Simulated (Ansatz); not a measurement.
MgS (rock salt) is sheared across one {110} plane: the third cell vector gains the shift, so faults repeat every 5.5 Å. The cut lies between planes 1.84 Å apart; the cell height is held.

```
MgS
1.0
    3.67917     0.00000     0.00000
    0.00000     5.20313     0.00000
    1.83958     2.60157     5.51875
S Mg
3 3
Cartesian
  1.53299   2.16797   4.59896
  1.53299   2.16797   0.91979
  3.37257   4.76954   2.75938
  1.53299   4.76954   0.91979
  3.37257   2.16797   2.75938
  1.53299   4.76954   4.59896
```

In-plane vectors a = (3.679, 0.000) Å, b = (0.000, 5.203) Å, area 19.14 Å². The shift is s times the vector a + b (length 6.373 Å), so s = 1 restores the start. Atoms relax along the normal only. γ = [E(shift) − E(0)] / area.

Level of theory: r2SCAN (plane waves to 500 eV, PAW, scalar-relativistic; Ansatz, a first-principles code). k mesh 8×8×8 (Γ-centred), Fermi-Dirac smearing 0.05 eV. E is the zero-smearing estimate. Some relaxations began with atoms very close together and may have settled on another branch. As the smearing reaches across the gap at some points, the k mesh leaves noise in γ, roughly 0.02 J/m² as judged from a few cases. Faults lie only 5.5 Å apart, and holding the cell height raises γ above its relaxed value. MgS was relaxed with its symmetry unable to fall. The zero of γ is zero shift. The last digit holds for this mesh only.

```json
[
 {"s": "0.000", "γ (J/m²)": "0.00"},
 {"s": "0.083", "γ (J/m²)": "withheld"},
 {"s": "0.167", "γ (J/m²)": "1.25"},
 {"s": "0.250", "γ (J/m²)": "2.57"},
 {"s": "0.333", "γ (J/m²)": "3.75"},
 {"s": "0.417", "γ (J/m²)": "4.27"},
 {"s": "0.500", "γ (J/m²)": "4.38"},
 {"s": "0.583", "γ (J/m²)": "4.27"},
 {"s": "0.667", "γ (J/m²)": "3.75"},
 {"s": "0.750", "γ (J/m²)": "2.57"},
 {"s": "0.833", "γ (J/m²)": "1.25"},
 {"s": "0.917", "γ (J/m²)": "withheld"}
]
```

Task: Fit a Fourier form (three harmonics of 1 − cos and sin) to the given rows and predict γ at s = 0.917.

Result: Least squares on the 10 given rows: γ = (2.292)·[1 − cos(2πs)] + (0.199)·[1 − cos(4πs)] + (-0.102)·[1 − cos(6πs)], in J/m²; root-mean-square residual 0.011 J/m². At 0.917 the fit gives 0.30 J/m²; the calculation gives 0.35 J/m², so the interpolation is off by -0.05 (-14.3 %). 

(The slope of γ gives the shear force per area between the displaced halves; near zero shift its curvature is an elastic stiffness.)
